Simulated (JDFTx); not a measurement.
An input for JDFTx (a modified build) (Pt(111), linear PCM (GLSSA13), water, 1 M NaF; bohr, hartree) and the course of its log:

```
lattice \
  5.2689874820 2.6344937410 0.0000000000 \
  0.0000000000 4.5630770189 0.0000000000 \
  0.0000000000 0.0000000000 43.0857556415
coords-type Lattice
ion Pt 0.0000000000 0.0000000000 -0.1497749150 0
ion Pt 0.3333333333 0.3333333333 -0.0499249720 0
ion Pt 0.6666666667 0.6666666667 0.0499249720 0
ion Pt 0.0000000000 0.0000000000 0.1497749150 0
ion-species pseudo/pt_pbe_v1.4.upf
elec-cutoff 20 100
elec-ex-corr gga-PBE
coulomb-interaction Slab 001
coulomb-truncation-embed 0 0 0
kpoint-folding 8 8 1
elec-smearing Fermi 0.01
elec-n-bands 40
target-mu -0.179704
electronic-scf nIterations 100 energyDiffThreshold 1e-07
fluid LinearPCM
pcm-variant GLSSA13
fluid-solvent H2O
fluid-cation Na+ 1
fluid-anion F- 1
fluid-minimize nIterations 400 knormThreshold 1e-11
wavefunction read f0.wfns
elec-initial-eigenvals f0.eigenvals
elec-initial-fillings read f0.fillings
fluid-initial-state f0.fluidState
dump-name f0_u0.$VAR
dump End State Ecomponents EigStats BandEigs Forces ElecDensity IonicPositions Fillings Kpoints Dtot FluidDebug BoundCharge FluidDensity
```

```
[one cycle in 5 is shown, and the last three; fluid-solver lines are left out]
	FillingsUpdate:  mu: -0.179704000  nElectrons: 66.189833
SCF: Cycle:  0   G: -341.359593372644099   dG: +2.945e+00   |Residual|: 1.878e-01   |deigs|: 1.085e-09
	FillingsUpdate:  mu: -0.179704000  nElectrons: 64.389291
SCF: Cycle:  5   G: -344.234605257082251   dG: -1.707e-01   |Residual|: 2.543e-02   |deigs|: 2.062e-03
	FillingsUpdate:  mu: -0.179704000  nElectrons: 64.136309
SCF: Cycle: 10   G: -344.300753551474827   dG: +4.086e-03   |Residual|: 6.494e-03   |deigs|: 8.447e-04
	FillingsUpdate:  mu: -0.179704000  nElectrons: 64.057526
SCF: Cycle: 15   G: -344.305043597516487   dG: -3.608e-05   |Residual|: 4.368e-04   |deigs|: 2.318e-04
	FillingsUpdate:  mu: -0.179704000  nElectrons: 64.054681
SCF: Cycle: 20   G: -344.305050411311811   dG: +4.345e-08   |Residual|: 2.722e-05   |deigs|: 4.621e-05
	FillingsUpdate:  mu: -0.179704000  nElectrons: 64.054590
SCF: Cycle: 25   G: -344.305050451099078   dG: -2.664e-07   |Residual|: 1.975e-05   |deigs|: 1.151e-05
	FillingsUpdate:  mu: -0.179704000  nElectrons: 64.054701
SCF: Cycle: 30   G: -344.305050408150635   dG: +5.406e-08   |Residual|: 2.406e-05   |deigs|: 4.125e-06
	FillingsUpdate:  mu: -0.179704000  nElectrons: 64.054466
SCF: Cycle: 35   G: -344.305050457949505   dG: -7.163e-07   |Residual|: 1.897e-05   |deigs|: 6.556e-06
	FillingsUpdate:  mu: -0.179704000  nElectrons: 64.055790
SCF: Cycle: 40   G: -344.305049207690899   dG: +1.250e-06   |Residual|: 1.211e-04   |deigs|: 8.622e-06
	FillingsUpdate:  mu: -0.179704000  nElectrons: 64.054474
SCF: Cycle: 45   G: -344.305050455127287   dG: -1.557e-06   |Residual|: 2.241e-05   |deigs|: 9.511e-06
	FillingsUpdate:  mu: -0.179704000  nElectrons: 64.056004
SCF: Cycle: 50   G: -344.305048785548763   dG: +1.666e-06   |Residual|: 1.388e-04   |deigs|: 1.005e-05
	FillingsUpdate:  mu: -0.179704000  nElectrons: 64.054532
SCF: Cycle: 55   G: -344.305050454045784   dG: -5.093e-06   |Residual|: 1.556e-05   |deigs|: 1.792e-05
	FillingsUpdate:  mu: -0.179704000  nElectrons: 64.056038
SCF: Cycle: 60   G: -344.305048540457335   dG: +1.911e-06   |Residual|: 1.471e-04   |deigs|: 1.047e-05
	FillingsUpdate:  mu: -0.179704000  nElectrons: 64.054449
SCF: Cycle: 65   G: -344.305050453696197   dG: -6.696e-08   |Residual|: 1.868e-05   |deigs|: 2.379e-06
	FillingsUpdate:  mu: -0.179704000  nElectrons: 64.054897
SCF: Cycle: 70   G: -344.305050331568509   dG: +2.400e-08   |Residual|: 4.626e-05   |deigs|: 3.403e-06
	FillingsUpdate:  mu: -0.179704000  nElectrons: 64.054907
SCF: Cycle: 75   G: -344.305050233401687   dG: +1.078e-07   |Residual|: 5.439e-05   |deigs|: 4.078e-06
	FillingsUpdate:  mu: -0.179704000  nElectrons: 64.054661
SCF: Cycle: 80   G: -344.305050426064156   dG: -1.509e-07   |Residual|: 3.491e-05   |deigs|: 3.814e-06
	FillingsUpdate:  mu: -0.179704000  nElectrons: 64.054939
SCF: Cycle: 85   G: -344.305050207173451   dG: +1.965e-07   |Residual|: 5.653e-05   |deigs|: 3.714e-06
	FillingsUpdate:  mu: -0.179704000  nElectrons: 64.054785
SCF: Cycle: 90   G: -344.305050381782337   dG: -7.530e-08   |Residual|: 3.544e-05   |deigs|: 2.773e-06
	FillingsUpdate:  mu: -0.179704000  nElectrons: 64.054754
SCF: Cycle: 95   G: -344.305050339160289   dG: +2.828e-08   |Residual|: 3.913e-05   |deigs|: 2.933e-06
	FillingsUpdate:  mu: -0.179704000  nElectrons: 64.055027
SCF: Cycle: 97   G: -344.305050116985001   dG: +2.552e-07   |Residual|: 6.507e-05   |deigs|: 4.451e-06
	FillingsUpdate:  mu: -0.179704000  nElectrons: 64.054733
SCF: Cycle: 98   G: -344.305050400592620   dG: -2.836e-07   |Residual|: 3.187e-05   |deigs|: 4.142e-06
	FillingsUpdate:  mu: -0.179704000  nElectrons: 64.054884
SCF: Cycle: 99   G: -344.305050248153918   dG: +1.524e-07   |Residual|: 5.222e-05   |deigs|: 3.547e-06
SCF: None of the convergence criteria satisfied after 100 iterations.
IonicMinimize: Iter:   0  G: -344.305050248153918  |grad|_K:  0.000e+00
IonicMinimize: Converged (|grad|_K<1.000000e-04).
```

This run gave no converged result. The loop ran out of cycles short of its threshold. It has stalled and not diverged: the last ten energies span 3e-07 Ha, so the total is near its end, but levels, forces and the electron count aren't shown converged.
